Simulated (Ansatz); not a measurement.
# Does relaxation matter for the field gradients of MoS2 with La replacing Mo?

Start: a supercell of MoS2 (space group P6_3/mmc) built from an entry of the Crystallography Open Database (COD), with all atoms left at the host's positions.

Space group P-6m2 (No. 187); a = 9.5070, c = 12.3240 Å, γ = 120.00°.

```csv
site,Wyckoff,site symmetry,x,y,z
La,1a,-6m2,0.0000,0.0000,0.0000
Mo2,6l,m..,0.0000,0.3333,0.0000
Mo6,1c,-6m2,0.3333,0.6667,0.0000
Mo8,1e,-6m2,0.6667,0.3333,0.0000
Mo10,3k,mm2,0.1111,0.8889,0.5000
Mo12,3k,mm2,0.1111,0.5556,0.5000
Mo14,3k,mm2,0.4444,0.2222,0.5000
S19,2g,3m.,0.0000,0.0000,0.3730
S20,12o,1,0.0000,0.3333,0.3730
S24,2h,3m.,0.3333,0.6667,0.3730
S26,2i,3m.,0.6667,0.3333,0.3730
S28,6n,.m.,0.1111,0.8889,0.8730
S30,6n,.m.,0.1111,0.5556,0.8730
S32,6n,.m.,0.4444,0.2222,0.8730
```

One atom of each set is listed.

The numbers come from a DFT calculation in Ansatz (PBE, plane waves and PAW, scalar-relativistic, 420 eV cutoff, Γ-centred 3×3×2 k-points, Fermi–Dirac smearing 0.01 eV, cell charge -1).

The largest force at the start is 3.9 eV/Å. Relaxing the ions at fixed cell moves them by 0.296 Å at most (atom 29, S) and 0.104 Å rms.

```
site  moved (Å)              first shell before               first shell after  V_zz before (10²¹ V/m²)  η before
  La      0.000                   6 S at 2.41 Å                   6 S at 2.69 Å                     41.9      0.00
 Mo2      0.089                   6 S at 2.41 Å              6 S at 2.36–2.42 Å                     6.13      0.65
 Mo6      0.000                   6 S at 2.41 Å                   6 S at 2.41 Å                    -5.91      0.00
 Mo8      0.000                   6 S at 2.41 Å                   6 S at 2.40 Å                    -5.89      0.00
Mo12      0.001                   6 S at 2.41 Å                   6 S at 2.41 Å                    -7.42      0.00
Mo14      0.002                   6 S at 2.41 Å                   6 S at 2.41 Å                    -7.42      0.01
 S24      0.003                  3 Mo at 2.41 Å                  3 Mo at 2.41 Å                    -5.05      0.00
 S28      0.296  2 Mo at 2.41 Å, 1 La at 2.41 Å  2 Mo at 2.41 Å, 1 La at 2.69 Å                    -6.21      0.54
 S30      0.029                  3 Mo at 2.41 Å             3 Mo at 2.36–2.41 Å                    -5.14      0.06
 S32      0.027                  3 Mo at 2.41 Å             3 Mo at 2.40–2.42 Å                    -4.63      0.12
```

Question: How do the gradients change?

Answer: 

```json
{"site": "La", "V_zz after": "-6.05", "η after": "0.00", "change of V_zz": "-47.94"}
{"site": "Mo2", "V_zz after": "-7.19", "η after": "0.81", "change of V_zz": "–"}
{"site": "Mo6", "V_zz after": "-4.76", "η after": "0.00", "change of V_zz": "+1.15"}
{"site": "Mo8", "V_zz after": "-7.34", "η after": "0.00", "change of V_zz": "-1.45"}
{"site": "Mo12", "V_zz after": "-7.59", "η after": "0.00", "change of V_zz": "-0.17"}
{"site": "Mo14", "V_zz after": "-7.57", "η after": "0.02", "change of V_zz": "-0.15"}
{"site": "S24", "V_zz after": "-5.19", "η after": "0.00", "change of V_zz": "-0.14"}
{"site": "S28", "V_zz after": "-9.49", "η after": "0.40", "change of V_zz": "-3.28"}
{"site": "S30", "V_zz after": "-4.70", "η after": "0.20", "change of V_zz": "+0.44"}
{"site": "S32", "V_zz after": "-5.51", "η after": "0.02", "change of V_zz": "-0.88"}
```

The largest change of V_zz along a kept axis is on La, from 41.9 to -6.05. In per cent, |V_zz| changes by -20 to +25 on Mo, -9 to +53 on S (all sites that start above 2, bar those whose gradient vanishes or changes sign or whose main axis turns by over 40°). On S32 V_xx and V_yy change places (or their axes turn by over 50°), so the two values of η hide a larger change. V_zz changes sign on La (same axis). On Mo2 the largest principal value lies along another axis in the second run, so the two V_zz can't be compared directly. The table leaves out 4 of the 14 sites, with |V_zz| up to 7.64; their tensors move by 0.12 at most along any direction. The statements above cover all sites. The host's own positions weren't relaxed first, so part of the change far from the defect can be the host's relaxation.

The run isn't spin-polarised, and a state with spin may lie lower. The defect repeats with the cell of 54 atoms, so it feels its images: sites between two images don't show the values beside a lone defect, and zeros or small values of η there can come from the images' arrangement. Mo and S carry a gradient in the pure host already, so the values there aren't the defect's effect alone. A uniform background compensates the cell's charge. The defect cell has no gap above 0.1 eV on its mesh, so the values can hang on the smearing and the k-mesh. Without spin–orbit coupling (the program notes it for La and Mo) the gradients can shift by some per cent, and by up to a factor of two as the program warns, since there is no gap.
Before: The cell keeps the host's lattice, and with the defect in it the PBE pressure is 6 GPa (in a charged cell this depends on the convention for the mean potential). The neighbours have not yet relaxed around the defect (largest force 3.9 eV/Å), so the values at and beside it are those of a strained start, not of the defect in a real crystal.
After: The relaxation keeps the site symmetry -6m2 of the start, so the impurity can't leave its site; a distortion that would localise the partly filled state isn't explored. The cell keeps the host's lattice, and with the defect in it the PBE pressure is 5 GPa (in a charged cell this depends on the convention for the mean potential).
